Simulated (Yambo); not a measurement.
# Cs2PdBr6: sweep of GW parameters

G0W0@PBEsol for Cs2PdBr6 (space group Fm-3m, No. 225) in Yambo. Reference settings: 2×2×2 Γ-centred k mesh, bands 5 to 320 and a 6 Ry block in the screening, 320 bands in G with the Bruneval-Gonze terminator, plasmon pole fitted at 27.2 eV. The PBEsol gap Γ → X on this mesh is 0.64 eV; G0W0 gaps are taken between the same points.

```tsv
change from the reference	G0W0 gap Γ → X (eV)	shift of the valence edge (eV)	rough Yambo cost
reference settings	2.35	-0.95	1
121 bands in W, 121 bands in G	2.30	-0.66	about 1/3
207 bands in W, 207 bands in G	2.33	-0.84	within a factor of two
121 bands in G	2.29	-0.82	–
207 bands in G	2.33	-0.91	–
149 bands in W	2.33	-0.81	within a factor of two
1 Ry block	2.04	-0.62	within a factor of two
3 Ry block	2.19	-0.75	within a factor of two
5 Ry block	2.32	-0.92	within a factor of two
pole fitted at 15 eV	2.29	-0.87	–
no random integration	2.29	-0.74	–
121 bands in G, no terminator	2.27	-0.25	–
207 bands in G, no terminator	2.38	-0.62	–
no terminator	2.40	-0.81	–
```

The reference isn't shown to be the converged limit. Costs are rough (shared machines), scaled to the same edge states, and given only for runs that recompute the screening.

Spin-orbit splittings are left out.

Geometry of the Materials Project entry, not relaxed at this level; primitive cell a = b = c = 7.606 Å, α = β = γ = 60.00°.

The structure is a Materials Project entry; no match was found in the copy of COD used, and its stability was not checked.

A shift is the quasiparticle energy of the state minus its PBEsol energy.
